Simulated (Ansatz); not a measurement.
InP:
```cif
data_In4P4
_chemical_formula_sum 'In4 P4'
_space_group_name_H-M_alt 'F-43m'
_space_group_IT_number 216
_space_group_name_Hall 'F -4 2 3'
_cell_length_a 5.90725
_cell_length_b 5.90725
_cell_length_c 5.90725
_cell_angle_alpha 90.000
_cell_angle_beta 90.000
_cell_angle_gamma 90.000
loop_
_atom_site_label
_atom_site_type_symbol
_atom_site_symmetry_multiplicity
_atom_site_Wyckoff_symbol
_atom_site_fract_x
_atom_site_fract_y
_atom_site_fract_z
_atom_site_occupancy
In1 In 4 a 0.00000 0.00000 0.00000 1
P1 P 4 c 0.25000 0.25000 0.25000 1
```
(The calculation used a cell of 2 atoms; values per cell refer to that cell.)

Relaxed with r²SCAN.

Q: Which orbitals make up the states near the band edges in DFT-r²SCAN in the program Ansatz with PAW potentials?

A: Top 1 eV of the valence band: P 3p 81 %, In 5p 15 %. Bottom 1 eV of the conduction band: In 5s 39 %, P 3s 27 %, P 3p 18 %, In 5p 12 %. Projections are on Löwdin-orthogonalised atomic valence shells; empty p or d shells of many metals are not among them.

Q: Tabulate the density of states.

A: States/eV per cell of 2 atoms, in 0.25 eV bins, energy from the valence-band maximum.

| E (eV) | total | P 3p | In 5p | In 5s |
|---|---|---|---|---|
| -7.85 | 0.00 | 0.00 | 0.00 | 0.00 |
| -7.60 | 0.00 | 0.00 | 0.00 | 0.00 |
| -7.35 | 0.00 | 0.00 | 0.00 | 0.00 |
| -7.10 | 0.00 | 0.00 | 0.00 | 0.00 |
| -6.85 | 0.00 | 0.00 | 0.00 | 0.00 |
| -6.60 | 0.00 | 0.00 | 0.00 | 0.00 |
| -6.35 | 0.00 | 0.00 | 0.00 | 0.00 |
| -6.10 | 0.00 | 0.00 | 0.00 | 0.00 |
| -5.85 | 0.01 | 0.00 | 0.00 | 0.00 |
| -5.60 | 2.39 | 1.15 | 0.16 | 1.01 |
| -5.35 | 1.60 | 0.76 | 0.13 | 0.61 |
| -5.10 | 0.87 | 0.42 | 0.08 | 0.30 |
| -4.85 | 0.60 | 0.29 | 0.05 | 0.20 |
| -4.60 | 0.48 | 0.23 | 0.04 | 0.15 |
| -4.35 | 0.38 | 0.18 | 0.03 | 0.11 |
| -4.10 | 0.30 | 0.15 | 0.03 | 0.08 |
| -3.85 | 0.26 | 0.13 | 0.02 | 0.07 |
| -3.60 | 0.21 | 0.11 | 0.02 | 0.05 |
| -3.35 | 0.38 | 0.21 | 0.09 | 0.04 |
| -3.10 | 1.44 | 0.87 | 0.45 | 0.06 |
| -2.85 | 1.31 | 0.81 | 0.39 | 0.06 |
| -2.60 | 1.30 | 0.83 | 0.37 | 0.06 |
| -2.35 | 1.72 | 1.14 | 0.47 | 0.06 |
| -2.10 | 1.81 | 1.23 | 0.47 | 0.05 |
| -1.85 | 1.75 | 1.23 | 0.43 | 0.04 |
| -1.60 | 1.69 | 1.22 | 0.39 | 0.03 |
| -1.35 | 1.66 | 1.24 | 0.35 | 0.03 |
| -1.10 | 1.61 | 1.24 | 0.31 | 0.02 |
| -0.85 | 1.04 | 0.83 | 0.18 | 0.01 |
| -0.60 | 0.65 | 0.54 | 0.09 | 0.01 |
| -0.35 | 0.41 | 0.35 | 0.05 | 0.00 |
| -0.10 | 0.13 | 0.11 | 0.01 | 0.00 |
| 0.15 | 0.00 | 0.00 | 0.00 | 0.00 |
| 0.40 | 0.00 | 0.00 | 0.00 | 0.00 |
| 0.65 | 0.00 | 0.00 | 0.00 | 0.00 |
| 0.90 | 0.00 | 0.00 | 0.00 | 0.00 |
| 1.15 | 0.00 | 0.00 | 0.00 | 0.00 |
| 1.40 | 0.01 | 0.00 | 0.00 | 0.00 |
| 1.65 | 0.02 | 0.00 | 0.00 | 0.01 |
| 1.90 | 0.08 | 0.01 | 0.01 | 0.03 |
| 2.15 | 0.38 | 0.06 | 0.10 | 0.11 |
| 2.40 | 0.81 | 0.13 | 0.26 | 0.21 |
| 2.65 | 1.16 | 0.23 | 0.36 | 0.28 |
| 2.90 | 1.91 | 0.44 | 0.55 | 0.48 |
| 3.15 | 2.01 | 0.51 | 0.55 | 0.51 |
| 3.40 | 1.37 | 0.37 | 0.36 | 0.32 |
| 3.65 | 1.03 | 0.29 | 0.29 | 0.22 |
| 3.90 | 0.99 | 0.27 | 0.31 | 0.19 |
| 4.15 | 0.82 | 0.19 | 0.34 | 0.12 |
| 4.40 | 0.92 | 0.21 | 0.42 | 0.11 |
| 4.65 | 2.25 | 0.51 | 1.06 | 0.20 |
| 4.90 | 1.83 | 0.39 | 0.93 | 0.12 |
| 5.15 | 1.14 | 0.24 | 0.62 | 0.07 |
| 5.40 | 1.13 | 0.20 | 0.68 | 0.03 |
| 5.65 | 1.84 | 0.32 | 0.97 | 0.05 |
| 5.90 | 1.80 | 0.30 | 0.89 | 0.06 |

The r²SCAN relaxation kept the symmetry of its start; of distortions, only those at the zone centre were tested. Scalar-relativistic: spin–orbit coupling is off unless named, which matters more the heavier the elements.

Potentials: the earlier of the program's two PAW sets.
